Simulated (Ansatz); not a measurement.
Data:

TePt:
```
CELL_PARAMETERS angstrom
      3.58803     0.00000     0.00000
      0.00000     3.52282     0.00000
      0.00000     0.00000     7.80198
ATOMIC_POSITIONS crystal
  Pt 0.25000 0.00000 0.86149
  Pt 0.75000 0.00000 0.13851
  Te 0.25000 0.50000 0.26491
  Te 0.75000 0.50000 0.73509
```

This is the r²SCAN-relaxed structure.

**Question.** All from plane-wave PAW r²SCAN (Ansatz code), unless another level is named. Give the electronic character.

**Answer.** metallic (no gap).

**Question.** What about the density of states at the Fermi level?

**Answer.** 0.32 states/eV per atom (mean over ±0.08 eV).

**Question.** Predict the formation energy from the elements (no fitted shifts).

**Answer.** -0.075 eV/atom.

Space group Pmma. The start of the workflow was typed in or built on a structure type; neither database checked (COD, Materials Project) lists it. COD files the formula under space group No. 166, 194. Whether it is the stable phase at ambient conditions was not checked. The cell was relaxed with r²SCAN under the symmetry of its start; whether a distortion lowers the energy is not shown. The run is not spin-polarised. The volume moved by 26 % from the start of the relaxation. The references are the lowest solids computed at this level, not always the standard phases. Spin–orbit coupling is left out wherever it is not named.

Potentials: the later of the program's two PAW sets.
